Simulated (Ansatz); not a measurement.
## Mn$_{2}$Ga$_{2}$S$_{5}$ (P-3m1): electronic heat capacity from the density of states

The calculation used DFT PBEsol, scalar-relativistic, plane waves, PAW in Ansatz.

Plane waves to 420 eV, a k mesh through Γ of 12×12×4 on the computed 9-atom cell and Gaussian smearing (0.10 eV); collinear spin from starting moments 4.08 4.08 0 0 0 0 0 0 0 μB.

Relaxed cell: P-3m1, a = 3.597 Å, b = 3.597 Å, c = 15.212 Å, α = 90.00°, β = 90.00°, γ = 120.00°, 9 atoms in the primitive cell. Whether it is the stable form of this composition wasn't checked.

The density of states at the Fermi level is 3.986 states/eV in the cell of 9 atoms (1 formula unit; both spins, tetrahedra on a 18×18×6 mesh). The run ends with a moment of 8.54 μB a cell (largest on a site 3.71 μB), and the figure is for this state; a paramagnetic sample can have a quite different one. Another magnetic order, if the compound takes it, can change N(E_F) and the shape of the cell a good deal, and may open a gap, where γ is close to zero.

What Sommerfeld coefficient does this give?

Per formula unit N(E_F) = 3.986 states/eV. γ = (π²/3) k_B² N(E_F) N_A = 2.357 mJ/(mol K²) per state/eV, so γ = 9.4 mJ/(mol K²), a mole of formula units. This is the bare band result: a measured γ of the same phase and magnetic order is as a rule larger by a factor 1 + λ from phonons and spin fluctuations. N(E_F) at one energy is sensitive to the mesh where the density of states has sharp peaks.

Moments started parallel, and an antiferromagnetic order may lie lower. The cell holds layers, and where no dispersion correction was added their binding is poorly described.

Only this magnetic start was tried.

Cost: 1 run of about 8.7 core-minutes, on Intel Xeon Platinum 8259CL (Skylake/Cascade Lake) (shared hosts).